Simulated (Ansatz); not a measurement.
# K: pressure against volume

K, Cmmm, a = 8.518 Å, b = 8.530 Å, c = 11.145 Å. This isn't the element's structure at ambient conditions. Ansatz: PBEsol, PAW, 420 eV, Γ-centred 6×6×4 mesh on 5 atoms, Gaussian smearing 0.10 eV; no spin polarisation. Shape and atoms are relaxed at each volume; pressure is positive in compression.

| V (Å³/atom) | P (GPa) |
| --- | --- |
| 71.263 | 0.44 |
| 73.692 | 0.30 |
| 76.122 | 0.19 |
| 78.551 | 0.09 |
| 80.981 | 0.00 |
| 83.410 | -0.08 |
| 85.839 | ? |
| 89.079 | -0.22 |

Task: Take V0 = 80.981 Å³/atom, fit the third-order Birch–Murnaghan form to the other rows, and predict the missing pressure.

Result: With the Eulerian strain f = ½[(V0/V)^(2/3) − 1] and y = P/[3f(1 + 2f)^(5/2)], the form is the line y = B0 + 1.5 B0 (B0′ − 4) f. Rows (f, y): 0.04448, 2.66; 0.03245, 2.63; 0.02106, 2.71; 0.01026, 2.78; -0.00975, 2.87; -0.03078, 2.79. Means f = 0.01129, y = 2.7400; Σ(Δf)² = 0.003858, ΣΔfΔy = -0.01016; the slope is their ratio. y = 2.770 − 2.632 f GPa, so B0 = 2.8 GPa and B0′ = 4 + 2 × (-2.632)/(3 × 2.770) = 3.37. At V = 85.839, f = -0.01905, y = 2.820 and P = -0.15 GPa. The run gave -0.14 GPa, so the fit is 0.01 GPa too low, a small miss on the scale of the series. For so soft a crystal pressures to 0.01 GPa are coarse: rounding alone can shift a y by 0.18 GPa, so B0′ is rough.